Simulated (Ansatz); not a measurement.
Structure relaxation, Pd

The start is a relaxed Pd cell displaced along its unstable phonon at q = (½, ½, 0) of its primitive reciprocal cell (85i cm⁻¹), largest move 0.15 Å. Cell shape, volume and atoms are optimised at zero target pressure with PBEsol (plane waves to 420 eV, PAW, scalar-relativistic; Ansatz, a quantum-chemistry and plane-wave program). The first steps use a coarse 13×13×13 k-mesh.

Initial structure:
```
Pd
1.0
    5.13107     0.00000     0.00000
    2.56554     2.56554     0.00000
    0.00000     0.00000     2.56554
Pd
2
Direct
  0.00000   0.00000   0.05847
  0.50000   0.00000   0.94153
```

```json
{
  "largest_initial_force": "0.52 eV/Å, on Pd1, Pd2 (atoms numbered as listed)",
  "volume_change": "-13.1 %, from 16.89 to 14.68 Å³/atom",
  "Shortest distances (start → end)": "The closest pairs of elements (up to four, under 3.6 Å), start → end: Pd–Pd 2.57 → 2.68 Å",
  "band_gap_at_the_end": "zero (metallic)",
  "optimiser_moves": "16"
}
```

Relaxed structure:

```cif
data_Pd2
_chemical_formula_sum 'Pd2'
_space_group_name_H-M_alt 'I4/mmm'
_space_group_IT_number 139
_space_group_name_Hall '-I 4 2'
_cell_length_a 3.22957
_cell_length_b 3.22957
_cell_length_c 2.81516
_cell_angle_alpha 90.000
_cell_angle_beta 90.000
_cell_angle_gamma 90.000
loop_
_atom_site_label
_atom_site_type_symbol
_atom_site_symmetry_multiplicity
_atom_site_Wyckoff_symbol
_atom_site_fract_x
_atom_site_fract_y
_atom_site_fract_z
_atom_site_occupancy
Pd1 Pd 2 b 0.00000 0.00000 0.50000 1
```
(The calculation used a cell of 1 atom; values per cell refer to that cell.)

Final values are on a 22×22×22 k-mesh of the relaxed cell. No spin polarisation in the result.

The run could not lose the symmetry of its start: the end is stationary, and may be a saddle point rather than a minimum.

The relaxed structure here is a generated cell of Pd: the first start was made by placing the elements on the sites of a structure type, and the end was not matched to a known phase here, so it may be hypothetical. Known forms of Pd include space group No. 225.
